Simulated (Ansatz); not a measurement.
MnZn:
```yaml
crystal:
  lattice:
    - [0.00000, 3.04345, 3.04345]
    - [3.04345, 0.00000, 3.04345]
    - [3.04345, 3.04345, 0.00000]
  atoms:
    - { symbol: Zn, position: [0.25000, 0.25000, 0.25000] }
    - { symbol: Mn, position: [0.00000, 0.00000, 0.00000] }
    - { symbol: Zn, position: [0.75000, 0.75000, 0.75000] }
    - { symbol: Mn, position: [0.50000, 0.50000, 0.50000] }
```
The run is spin-polarised; directions of the spins, atom by atom: 0 ↑ 0 ↓.

Relaxed with r²SCAN. Special points in fractions of this cell's reciprocal vectors: Γ (0.000, 0.000, 0.000); X (0.500, 0.000, 0.500); U (0.625, 0.250, 0.625); K (0.375, 0.375, 0.750); L (0.500, 0.500, 0.500); W (0.500, 0.250, 0.750).

Question: List the band energies nearest the Fermi level at these points for plane-wave PAW r²SCAN (Ansatz code).

Answer: In eV from the Fermi level; about four levels below and three above (degenerate sets whole), none deeper than 8.9 eV; points with the same levels are listed once.

```csv
k,below,above
Γ ↑,-4.36 -4.36 -4.36 -3.48 -3.48,0.23 0.23 0.23
X ↑,-3.00 -1.99 -1.99 -0.66,1.25 1.25 1.46
U ↑,-3.44 -3.09 -2.78 -1.45,0.10 1.10 1.30
L ↑,-3.32 -3.32 -3.12 -0.81 -0.81,0.87 1.16 1.16
W ↑,-3.33 -3.00 -3.00 -2.31,0.88 0.88 1.23
```

Space group Pm-3m (CsCl type). The workflow started from an entry of the Crystallography Open Database (COD). Whether it is the stable phase at ambient conditions was not checked. The r²SCAN relaxation kept the symmetry of its start, as lowered by the spin order; whether a distortion lowers the energy is not shown. The final state is antiferromagnetic, chosen from 3 collinear starts compared on coarse meshes (ties went to the first, and starts can fall back to one state), not a proven ground state. The program gave a warning on the electronic state, which may not be the lowest. Point labels and valley counts follow the cell and symmetry of the run, lower than the named group.

Potentials: the later of the program's two PAW sets.
